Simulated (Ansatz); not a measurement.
Input:

TiP:
```cif
data_PTi
_chemical_formula_sum 'Ti1 P1'
_space_group_name_H-M_alt 'Pm-3m'
_space_group_IT_number 221
_space_group_name_Hall '-P 4 2 3'
_cell_length_a 3.07300
_cell_length_b 3.07300
_cell_length_c 3.07300
_cell_angle_alpha 90.000
_cell_angle_beta 90.000
_cell_angle_gamma 90.000
loop_
_atom_site_label
_atom_site_type_symbol
_atom_site_symmetry_multiplicity
_atom_site_Wyckoff_symbol
_atom_site_fract_x
_atom_site_fract_y
_atom_site_fract_z
_atom_site_occupancy
Ti1 Ti 1 a 0.00000 0.00000 0.00000 1
P1 P 1 b 0.50000 0.50000 0.50000 1
```

This is the r²SCAN-relaxed structure.

Question: All from r²SCAN in the plane-wave PAW code Ansatz, unless another level is named. Estimate the electronic character.

Answer: metallic (no gap).

Question: Predict the density of states at the Fermi level.

Answer: 1.2 states/eV per atom (mean over ±0.08 eV).

Question: Give the formation energy from the elements (no fitted shifts).

Answer: -744 meV/atom.

A made-up cell: these elements were put on the sites of a structure type; neither database checked (COD, Materials Project) lists it. COD files the formula under space group No. 194. Whether it is the stable phase at ambient conditions was not checked. The cell was relaxed with r²SCAN under the symmetry of its start. At this level the phase is mechanically unstable. No spin polarisation was allowed. The references are the lowest solids computed at this level, not always the standard phases.

Potentials: the earlier of the program's two PAW sets.
